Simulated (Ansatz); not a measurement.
La: from a starting cell to a relaxed one

The start is a relaxed La cell, doubled along one cell vector, shaken by Gaussian noise of σ = 0.08 Å a coordinate. Cell shape, volume and atoms are optimised at zero target pressure with r2SCAN (plane waves to 500 eV, PAW, scalar-relativistic; Ansatz, an electronic-structure program). First-step values are on the input's coarse k-mesh.

Ansatz input (later rounds restart from its end on a renewed k-mesh):
Ansatz 0.2 input:
```yaml
crystal:
  lattice:
    - [-2.1228012868, 2.1228012868, 2.1228012868]
    - [4.2456025736, -4.2456025736, 4.2456025736]
    - [2.1228012868, 2.1228012868, -2.1228012868]
  atoms:
    - { symbol: La, position: [-0.0150682156, -0.0005520209, 0.0003174165] }
    - { symbol: La, position: [-0.0083579362, 0.4914302711, -0.0512863129] }
basis: { ecutwfc: 500, ecutrho_ratio: 4, xc_grid: 4, fft_grid_basis: typed }
kpoints: { mp_grid: { grid: [11, 6, 11] } }
hamiltonian:
  xc: r2scan
  dispersion: none
  pseudopotentials: { azcp: { folder: ./paw }, kind: paw }
scf: { occupations: { method: fermi_dirac, width: 0.05 } }
relax: { f_tol: 0.01, max_steps: 100, cell: { stress_tol: 0.02 } }
output: { forces: true, stress: true }
```

Task: Which atoms feel the largest initial force, and how large is it?

Result: 0.13 eV/Å, on La1, La2 (atoms numbered as listed).

Task: By how much does the energy per atom fall from start to end?

Result: 0.08 eV/atom.

Task: How does the volume change?

Result: -0.8 %, from 38.26 to 37.96 Å³/atom.

Task: Is the parent structure recovered?

Result: It does not go back: it reaches Cmcm (No. 63), 0.09 eV/atom below the parent.

Task: What band gap does the relaxed structure have at this level?

Result: Zero (metallic).

Task: What does it relax into? Give the structure.

Result: 
Space group Cmcm (No. 63); a = 3.796 Å, b = 6.634 Å, c = 6.029 Å, α = β = γ = 90.00°

```json
[
 {"atom": "La", "site": "4c", "symmetry": "m2m", "x": "0.0000", "y": "0.6585", "z": "0.2500"}
]
```
(The calculation used a cell of 2 atoms; values per cell refer to that cell.)

Final values are on a 14×14×8 k-mesh of the relaxed cell. No spin polarisation in the result.

The run could not lose the symmetry of its start: the end is stationary, and may be a saddle point rather than a minimum.

Of the parent cell (Im-3m (No. 229)): This is a known allotrope of La, reached from a generated start. Known forms of La include space group No. 194.

The relaxed structure here is a generated cell of La: the first start was made by placing the elements on the sites of a structure type, and the end was not matched to a known phase here, so it may be hypothetical. Known forms of La include space group No. 194.
